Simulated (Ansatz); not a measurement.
## Zr$_{2}$Si: from a starting cell to a relaxed one

The start is a generated cell, Zr2Si placed in the AFLOW prototype AB2_mC6_12_a_i (C34, as in Te2Au). A full variable-cell relaxation at zero pressure is run with r2SCAN (plane waves to 500 eV, PAW, scalar-relativistic; Ansatz, a quantum-chemistry and plane-wave program). First-step values are on the input's coarse k-mesh.

Ansatz input (later rounds restart from its end on a renewed k-mesh):
Ansatz 0.2 input:
```yaml
crystal:
  lattice:
    - [3.2684046, -2.003597, 0]
    - [3.2684046, 2.003597, 0]
    - [-0.0032178, 0, 4.6091359]
  atoms:
    - { symbol: Si, position: [0, 0, 0] }
    - { symbol: Zr, position: [0.6879, 0.6879, 0.2889] }
    - { symbol: Zr, position: [0.3121, 0.3121, 0.7111] }
basis: { ecutwfc: 500, ecutrho_ratio: 4, xc_grid: 4, fft_grid_basis: typed }
kpoints: { mp_grid: { grid: [7, 7, 5] } }
hamiltonian:
  xc: r2scan
  dispersion: none
  pseudopotentials: { kind: paw }
scf: { occupations: { method: fermi_dirac, width: 0.05 } }
relax: { f_tol: 0.01, max_steps: 100, cell: { stress_tol: 0.02 } }
output: { forces: true, stress: true }
```

How large is the pressure on the unrelaxed cell, and of which sign?

+9 GPa (positive: the cell is compressed).

Which atoms feel the largest initial force, and how large is it?

About 2.1 eV/Å, on Zr2, Zr3 (atoms numbered as listed).

Does the structure survive the relaxation? Give the final space group.

The space group goes from C2/m (No. 12) to P-3m1 (No. 164); the end is AFLOW prototype AB2_hP3_164_a_d (C6, as in CdI2), with 3 atoms in the primitive cell.

By how much does the energy per atom fall from start to end?

0.34 eV/atom.

How does the volume change?

+8.9 %, from 20.12 to 21.90 Å³/atom.

How do the shortest distances between atoms change?

The closest pairs of elements (up to four, under 3.6 Å), start → end: Si–Zr 2.44 → 2.64 Å; Zr–Zr 2.91 → 3.29 Å.

What does it relax into? Give the structure.


```cif
data_SiZr2
_chemical_formula_sum 'Si1 Zr2'
_space_group_name_H-M_alt 'P-3m1'
_space_group_IT_number 164
_space_group_name_Hall '-P 3 2"'
_cell_length_a 3.63309
_cell_length_b 3.63309
_cell_length_c 5.74882
_cell_angle_alpha 90.000
_cell_angle_beta 90.000
_cell_angle_gamma 120.000
loop_
_atom_site_label
_atom_site_type_symbol
_atom_site_symmetry_multiplicity
_atom_site_Wyckoff_symbol
_atom_site_fract_x
_atom_site_fract_y
_atom_site_fract_z
_atom_site_occupancy
Si1 Si 1 a 0.00000 0.00000 0.00000 1
Zr1 Zr 2 d 0.33333 0.66667 0.27922 1
```

Final values are on a 15×15×8 k-mesh of the relaxed cell. No spin polarisation in the result.

The run could not lose the symmetry of its start, so the end can be a saddle point.

The relaxed structure here is a generated cell of Zr2Si: the first start was made by placing the elements on the sites of a structure type, and the end was not matched to a known phase here, so it may be hypothetical.
